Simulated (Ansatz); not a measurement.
## Harmonic thermodynamics of Al₂GaP₃

These are results of DFT PBE, scalar-relativistic, plane waves, PAW (Ansatz), not measurements. Cutoff 420 eV, 12×12×2 k-points (Γ-centred), fixed occupations. No spin polarisation. Phonons by linear response, acoustic sum rule imposed.

Relaxed structure:
```
Al Ga P
1.0
     3.88588    0.00000    0.00000
    -1.94294    3.36527    0.00000
     0.00000    0.00000   19.16500
Al Ga P
4 2 6
Direct
  0.33333 0.66667 0.00002
  0.33333 0.66667 0.66649
  0.66667 0.33333 0.16649
  0.66667 0.33333 0.50002
  0.33333 0.66667 0.33367
  0.66667 0.33333 0.83367
  0.33333 0.66667 0.12487
  0.33333 0.66667 0.45861
  0.33333 0.66667 0.79134
  0.66667 0.33333 0.29134
  0.66667 0.33333 0.62487
  0.66667 0.33333 0.95861
```

It was reached by relaxing an invented guess, and it needn't be the stable form of this composition. The q mesh is coarse, so values between its points are rough. The run warned that its linear response isn't converged on this k mesh, so dielectric tensors, Born charges and infrared intensities are rough, and the frequencies may be too.

Force constants from linear response on a 2×2×1 q mesh, interpolated to a fine mesh.

Phonon density of states, in bins of 10 cm⁻¹:
(bin centre (cm⁻¹), share of modes (%)): (5, 0.0), (15, 0.0), (25, 0.1), (35, 0.2), (45, 0.4), (55, 0.6), (65, 0.8), (75, 1.4), (85, 2.4), (95, 4.0), (105, 3.9), (115, 3.2), (125, 3.4), (135, 3.4), (145, 2.5), (155, 2.5), (165, 2.5), (175, 2.1), (185, 1.0), (195, 1.0), (205, 0.9), (215, 1.0), (225, 1.7), (235, 1.4), (245, 0.4), (255, 0.4), (265, 0.9), (275, 1.4), (285, 2.6), (295, 0.9), (305, 1.8), (315, 1.0), (325, 2.1), (335, 8.4), (345, 4.2), (355, 1.9), (365, 0.1), (375, 0.8), (385, 2.5), (395, 2.9), (405, 8.2), (415, 9.2), (425, 6.2), (435, 1.7), (445, 1.0), (455, 0.6), (465, 0.1)

(1) How much zero-point energy does an atom carry?

(2) How large are the vibrational entropy and heat capacity at 300 K?

(3) Tabulate them against temperature.

## Answers

(1) 51.3 meV.

(2) S = 2.83 k_B and C_V = 2.55 k_B per atom, 85 % of the Dulong–Petit value.

(3)
```csv
T (K),F_vib (meV/atom),S (k_B/atom),C_V (k_B/atom)
100,49.1,0.74,1.15
200,37.8,1.88,2.13
300,17.3,2.83,2.55
400,-10.5,3.59,2.73
500,-44.2,4.21,2.82
600,-82.8,4.73,2.87
700,-125.6,5.18,2.91
800,-171.9,5.57,2.93
900,-221.4,5.91,2.94
1000,-273.7,6.22,2.95
```
